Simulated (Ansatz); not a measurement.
# CoW3: which magnetic state is lowest?

All numbers below come from DFT PBE, scalar-relativistic, plane waves, PAW (Ansatz).

```xyz
4
Lattice="0.0000 3.1064 3.1064 3.1064 0.0000 3.1064 3.1064 3.1064 0.0000" Properties=species:S:1:pos:R:3 pbc="T T T"
W     1.5532    1.5532    1.5532
W     4.6596    4.6596    4.6596
W     3.1064    3.1064    3.1064
Co    0.0000    0.0000    0.0000
```

| Item | Value |
| --- | --- |
| plane-wave cutoff | 420 eV |
| Γ-centred k-mesh | 12×12×12 |
| occupation rule | Gaussian smearing, 0.1 eV |
| list of starting moments (μB, in atom order) | 0 0 0 2 |
| check for lower electronic states after the SCF | off |

All runs keep this geometry, which stands near equilibrium for the lowest state (largest force there 0.000 eV/Å, pressure 0.0 GPa; forces reach 0.08 eV/Å in another state) and needn't be a stable compound; relaxing each order can shift differences of a few meV. A propagation vector, in units of the reciprocal vectors, doubles the cell, which takes an equally dense mesh. The large starts are 0 0 0 3.5 μB. The small starts are 0 0 0 0.5 μB. Site moments are spin moments in atom-centred spheres that scale with the neighbour distance. The states are those that the runs reached from these starts; a lower one can exist.

```csv
start,ends,energy above lowest (meV/atom),site moments (μB),gap on mesh (eV),P (GPa)
no spin,non-magnetic,30.0,none over 0.05,metal,-1.9
ferromagnetic,ferromagnetic,0.00,"W +0.14 (×2), Co +1.29",metal,0.0
large parallel starting moments,ferromagnetic,0.00,"W +0.14 (×2), Co +1.29",metal,0.0
"antiferromagnetic, doubled cell, propagation vector (0, 0, 1/2)",antiferromagnetic,1.34,"W +0.11 (×2), W -0.11 (×2), Co +1.34, Co -1.34",metal,0.2
"antiferromagnetic, doubled cell, propagation vector (0, 1/2, 1/2)",antiferromagnetic,3.00,"Co +1.24, Co -1.24",metal,0.0
small parallel starting moments,ferromagnetic,0.00,"W +0.14 (×2), Co +1.29",metal,0.0
```

Cost: 6 runs of about 2.6 core-minutes in all, on Intel Xeon 6975P-C (Granite Rapids) (shared hosts).